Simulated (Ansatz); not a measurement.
What moves the field gradients of SiO₂?

Cell of run 1: a COD entry.

Space group P4_12_12 (No. 92); a = 4.6320, c = 6.2090 Å.

```csv
site,Wyckoff,site symmetry,x,y,z
Si,4a,..2,0.3353,0.3353,0.0000
O,8b,1,0.2276,0.1768,0.2228
```

One atom of each set is listed.

Relaxed positions (PBE, cell held):

Si (0.3382, 0.3382, 0.0000)
O (0.2224, 0.1793, 0.2165)

All runs are DFT with Ansatz 0.2.0 (plane waves and PAW, scalar-relativistic unless spin–orbit coupling is named, Γ-centred meshes, Fermi–Dirac smearing where given) in this cell.

Run 1: PBE, gradients read without the response of the cores, atoms as given; 420 eV, 5×5×4 k-points, smearing 0.02 eV.
Run 2: PBE, gradients read without the response of the cores, atoms relaxed; 420 eV, 5×5×4 k-points, smearing 0.02 eV.
Run 3: r2SCAN, gradients read without the response of the cores, at the relaxed atoms; 500 eV, 5×5×4 k-points, smearing 0.02 eV.

| run | Si V_zz (η) | O V_zz (η) |
| --- | --- | --- |
| 1 | -1.09 (0.03) | 8.22 (0.60) |
| 2 | ? | ? |
| 3 | -0.81 (0.42) | 8.35 (0.44) |

V_zz in 10²¹ V/m².

(1) Estimate the row of run 2.

## Answers

(1) Si: -0.81 (0.45); O: 8.39 (0.44). It lies nearest to run 3, from whose tensors on these sites it differs by 0.06 at most (largest principal value of the difference, on O). Taken one at a time, the positions of the atoms (as given or relaxed) move the tensors on these sites by up to 0.87 (largest principal value of the change, on O), the functional (r2SCAN with its higher cutoff) by 0.06 (O).

The cell is 22 % smaller than that of α-cristobalite at ambient conditions, so the entry probably stands for a crystal under pressure. In runs 1, 3 the atoms aren't at the calculated equilibrium (largest force 0.81, 0.42 eV/Å). The cell isn't the equilibrium one in runs 1, 2 (calculated pressure 8, 10 GPa), and the entry's cell may itself be off.
